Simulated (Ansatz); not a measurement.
Cu Kα1 powder pattern (kinematic, no thermal factors).
2θ (°) (relative intensity): 20.18 (7, 1 0 0), 28.69 (100, 1 1 0), 41.02 (31, 2 0 0), 46.13 (3, 2 1 0), 50.83 (43, 2 1 1), 59.41 (20, 2 2 0), 63.42 (2, 3 0 0), 67.29 (19, 3 1 0), 74.74 (7, 2 2 2), 81.92 (23, 3 2 1), 88.99 (3, 4 0 0)

The pattern is computed from a structure relaxed with DFT PBE, scalar-relativistic, plane waves, PAW (Ansatz). No spin polarisation. Its elements are Ba, F, W.

Problem. Give the structure.

Solution. BaWF3.
Space group Pm-3m (No. 221). a = 4.396 Å, b = 4.396 Å, c = 4.396 Å, α = 90.00°, β = 90.00°, γ = 90.00°
```
atom  site  symmetry       x       y       z
  Ba    1b      m-3m  0.5000  0.5000  0.5000
   W    1a      m-3m  0.0000  0.0000  0.0000
   F    3d    4/mm.m  0.5000  0.0000  0.0000
```

A pattern alone doesn't exclude other cells with like lines; this is the one computed.

The cell was found from a structure generator's guess, not taken from experiment.
